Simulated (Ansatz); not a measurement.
The start is a relaxed BeAu cell shaken by Gaussian noise of σ = 0.08 Å a coordinate. The structure is fully relaxed (lattice and positions, P = 0) with PBEsol (plane waves to 420 eV, PAW, scalar-relativistic; Ansatz, an electronic-structure program). First-step values are on the input's coarse k-mesh.

Ansatz input (later rounds restart from its end on a renewed k-mesh):
Ansatz 0.2 input:
```yaml
crystal:
  lattice:
    - [3.4929337692, 0, 0]
    - [0, 3.4929337692, 0]
    - [0, 0, 8.4996061105]
  atoms:
    - { symbol: Au, position: [-0.0135721386, 0.0227917568, 0.4337563042] }
    - { symbol: Au, position: [-0.0118478183, -0.0278631648, 0.9391915196] }
    - { symbol: Au, position: [0.0288373386, 0.4557700487, 0.1995146508] }
    - { symbol: Au, position: [0.4596713441, -0.0255143023, 0.6866361189] }
    - { symbol: Be, position: [0.5111971736, 0.5056169465, 0.4574470761] }
    - { symbol: Be, position: [0.5002807502, 0.514708892, 0.9622945707] }
    - { symbol: Be, position: [-0.0097774622, 0.4636756773, 0.7177770202] }
    - { symbol: Be, position: [0.4679476851, -0.0043034555, 0.2261062319] }
basis: { ecutwfc: 420, ecutrho_ratio: 4, xc_grid: 2, fft_grid_basis: typed }
kpoints: { mp_grid: { grid: [9, 9, 4] } }
hamiltonian:
  xc: pbesol
  dispersion: none
  pseudopotentials: { kind: paw }
scf: { occupations: { method: fermi_dirac, width: 0.05 } }
relax: { f_tol: 0.01, max_steps: 100, cell: { stress_tol: 0.02 } }
output: { forces: true, stress: true }
```

```yaml
initial_pressure: "+2.4 GPa (positive: the cell is compressed)"
largest_initial_force: 3.08 eV/Å, on Au3 (atoms numbered as listed)
energy_released: 0.13 eV/atom
volume_change: -1.1 %, from 12.96 to 12.82 Å³/atom
relative_to_the_parent: "It does not go back: it reaches Pmm2 (No. 25), 0.07 eV/atom below the parent"
Shortest distances (start → end): "The closest pairs of elements (up to four, under 3.6 Å), start → end: Au–Be 2.23 → 2.33 Å; Au–Au 2.50 → 2.84 Å; Be–Be 2.61 → 2.62 Å"
band_gap_at_the_end: no gap (metallic)
optimiser_moves: 16
```

Final structure:

```cif
data_Au4Be4
_chemical_formula_sum 'Au4 Be4'
_space_group_name_H-M_alt 'Pmm2'
_space_group_IT_number 25
_space_group_name_Hall 'P 2 -2'
_cell_length_a 3.03665
_cell_length_b 8.14075
_cell_length_c 4.14978
_cell_angle_alpha 90.000
_cell_angle_beta 90.000
_cell_angle_gamma 90.000
loop_
_atom_site_label
_atom_site_type_symbol
_atom_site_symmetry_multiplicity
_atom_site_Wyckoff_symbol
_atom_site_fract_x
_atom_site_fract_y
_atom_site_fract_z
_atom_site_occupancy
Au1 Au 2 g 0.00000 0.23825 0.91804 1
Au2 Au 1 d 0.50000 0.50000 0.18791 1
Au3 Au 1 a 0.00000 0.00000 0.41970 1
Be1 Be 2 h 0.50000 0.25069 0.46478 1
Be2 Be 1 c 0.50000 0.00000 0.93015 1
Be3 Be 1 b 0.00000 0.50000 0.62932 1
```

Final values are on a 15×6×11 k-mesh of the relaxed cell. No spin polarisation in the result.

The relaxed structure here is a generated cell of BeAu: the first start was made by a random draw of sites in a space group, and the end was not matched to a known phase here, so it may be hypothetical.
